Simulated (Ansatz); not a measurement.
The relaxed structure here is a generated cell of Au: the first start was made by placing the elements on the sites of a structure type, and the end was not matched to a known phase here, so it may be hypothetical. Known forms of Au include space group No. 225.

A relaxed structure of Au. Space group Im-3m (No. 229), bcc (W type). All values below come from r2SCAN (plane waves to 500 eV, PAW, scalar-relativistic; Ansatz, a first-principles code).

```cif
data_Au
_chemical_formula_sum 'Au1'
_space_group_name_H-M_alt 'P 1'
_space_group_IT_number 1
_cell_length_a 2.83704
_cell_length_b 2.83704
_cell_length_c 2.83704
_cell_angle_alpha 109.471
_cell_angle_beta 109.471
_cell_angle_gamma 109.471
loop_
_space_group_symop_operation_xyz
  'x, y, z'
loop_
_atom_site_label
_atom_site_type_symbol
_atom_site_fract_x
_atom_site_fract_y
_atom_site_fract_z
_atom_site_occupancy
Au1 Au 0.00000 0.00000 0.00000 1
```

```yaml
volume_per_atom: 17.58 Å³
density: 18.61 g/cm³
band_gap: zero (metallic)
shortest_distances: Au–Au 2.84 Å
k-mesh: 20×20×20
```

No spin polarisation in the result.

The run could not lower the symmetry of its start; a shaken copy of this end point relaxes with r2SCAN to I4/mmm (No. 139) at a tolerance of 0.01 Å, Fm-3m (No. 225) at 0.1 Å, 0.02 eV/atom lower.
